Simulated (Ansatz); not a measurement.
Cu Kα1 powder pattern (kinematic, no thermal factors).
2θ (°) (relative intensity): 14.02 (7), 21.10 (3), 28.26 (1), 29.80 (3), 30.65 (5), 33.07 (14), 35.54 (8), 36.80 (100), 42.65 (36), 42.96 (13), 45.11 (2), 48.05 (1), 53.16 (1), 56.68 (9), 61.90 (12), 62.14 (18), 66.99 (9), 68.26 (1), 70.65 (1), 72.00 (3), 73.45 (4), 74.23 (27), 74.68 (7), 78.30 (9), 82.95 (2), 84.35 (2)

The pattern is computed from a structure relaxed with Ansatz, DFT PBE, scalar-relativistic, plane waves, PAW. No spin polarisation. Its elements are F, Hf, Ta.

**Question.** Give the structure.

**Answer.** Hf3Ta2F.
Space group P4/mmm (No. 123). a = 2.996 Å, b = 2.996 Å, c = 12.621 Å, α = 90.00°, β = 90.00°, γ = 90.00°
```json
{"atom": "Hf", "site": "2h", "symmetry": "4mm", "x": "0.5000", "y": "0.5000", "z": "0.1500"}
{"atom": "Hf", "site": "1d", "symmetry": "4/mmm", "x": "0.5000", "y": "0.5000", "z": "0.5000"}
{"atom": "Ta", "site": "2g", "symmetry": "4mm", "x": "0.0000", "y": "0.0000", "z": "0.3171"}
{"atom": "F", "site": "1a", "symmetry": "4/mmm", "x": "0.0000", "y": "0.0000", "z": "0.0000"}
```

A pattern alone doesn't exclude other cells with like lines; this is the one computed.

Another cell of Hf3Ta2F relaxed alike, in P-3m1, lies 49 meV/atom lower, so this cell isn't the stable form at this level.

The structure comes from a generated guess; another structure or a mixture of phases may lie lower.
